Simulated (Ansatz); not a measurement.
A geometry of Pb away from equilibrium: step 19 of the relaxation of a randomly generated symmetric cell of Pb (space group No. 123). All values below come from PBE (plane waves to 420 eV, PAW, scalar-relativistic; Ansatz, a quantum-chemistry and plane-wave program). Γ-centred k-mesh 13×13×6 on the run's cell (coarser than for final values), Fermi–Dirac smearing 0.05 eV.

```
CELL_PARAMETERS angstrom
      3.09850     0.00000     0.00000
      0.00000     3.09850     0.00000
      0.00000     0.00000     3.30373
ATOMIC_POSITIONS crystal
  Pb 0.50000 0.50000 0.00000
```

Question: Which atoms carry the largest force, and which way does it point?

Answer: No atom: all forces are below 0.005 eV/Å; only the cell is out of equilibrium.

Question: What is the pressure?

Answer: +4.0 GPa, compression positive.

Question: How far above the relaxed end point is this geometry?

Answer: 0.05 eV/atom; the path ends in Pm-3m (No. 221) (AFLOW prototype A_cP1_221_a (A_h)).

No spin polarisation in the result.

The run could not lose the symmetry of its start, so the end can be a saddle point.

The end of the path is a generated cell of Pb: the first start was made by a random draw of sites in a space group, and the end was not matched to a known phase here, so it may be hypothetical. Known forms of Pb include space group No. 225.
